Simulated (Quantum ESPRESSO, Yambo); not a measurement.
**Levels of theory for the gap of Rb2NaRhF6**

Rb$_{2}$NaRhF$_{6}$ (space group Fm-3m, No. 225): one geometry, one set of norm-conserving LDA (Quantum ESPRESSO, 88 Ry, no spin-orbit coupling) orbitals, self-energies from Yambo (2×2×2 Γ-centred k mesh, bands 6 to 314 and a 8 Ry block in the screening, 314 bands in G with the Bruneval-Gonze terminator, plasmon pole fitted at 27.2 eV).

The geometry is that of Materials Project entry mp-14038, symmetrised and not relaxed again.

```csv
level,gap X → X (eV),rough Yambo cost
LDA (Quantum ESPRESSO),1.61,–
exchange only (Hartree-Fock self-energy on LDA orbitals),14.01,about 1/30 (6 states)
static COHSEX@LDA,6.30,within a factor of two (2 states)
"G0W0@LDA, plasmon pole",5.27,1 (6 states)
"G0W0@LDA, multipole fit to 8 frequencies, no terminator",5.22,within a factor of two (2 states)
```

Bare exchange has no screening and gives the widest gap; static COHSEX screens it but leaves out the frequency dependence, which G0W0 restores.

Costs are rough ratios of core time on shared machines.

Nearest settings tried, and what they do to the gap: 204 bands in G: -8 meV; 122 bands in W, 122 bands in G: +96 meV. Not varied: block, mesh. So the settings aren't converged at that level. The k mesh is coarse.

Spin-orbit splittings are left out.
